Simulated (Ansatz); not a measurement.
# Sb: energy along a strain

Sb, Pm-3m, a = 3.160 Å (as given, not relaxed at this level: -4.9 GPa). This isn't the element's structure at ambient conditions. Ansatz: PBEsol, PAW, 420 eV, Γ-centred 16×16×16 mesh on 1 atom, Gaussian smearing 0.15 eV; no spin polarisation. Cell vectors (Å): 3.160 0.000 0.000; 0.000 3.160 0.000; 0.000 0.000 3.160. The cell is strained by x per cent times the pattern (0 1 0 0 0 0) in the order xx yy zz yz xz xy (engineering shears), with fractional coordinates held. y is the free energy over the start, V0 = 31.554 Å³/atom.

```
x (%) y (meV/atom)
-6.00             ?
-4.50        -22.20
-3.00        -19.90
-1.50        -12.29
 0.00          0.00
 1.50         16.46
 3.00         36.41
 4.50         59.18
 5.25         71.44
 6.00         84.21
```

Problem. Fit y = c1 x + c2 x² + c3 x³ to the other rows, get the stiffness along the pattern, and predict the missing energy.

Solution. Least squares on the rows shown. y = 9.6618 x + 0.91345 x² − 0.030749 x³. The clamped-ion stiffness p·C·p = 2 × 9.134 eV × 160.2 / 31.554 Å³ = 93 GPa, which is C22 in these axes (C11 of the cubic crystal) (second derivative at the start, which stands under stress). At x = -6.00 the fit asked for gives -18.44 meV/atom. The run gave -17.33 meV/atom, so the fit is 1.11 meV/atom too low, 1 % of the span of the series, against an rms of 0.03 meV/atom on the fitted rows. The row lies outside the fitted range. With a term in x⁴ added, a fit to the same known rows predicts -18.64 meV/atom, no real gain.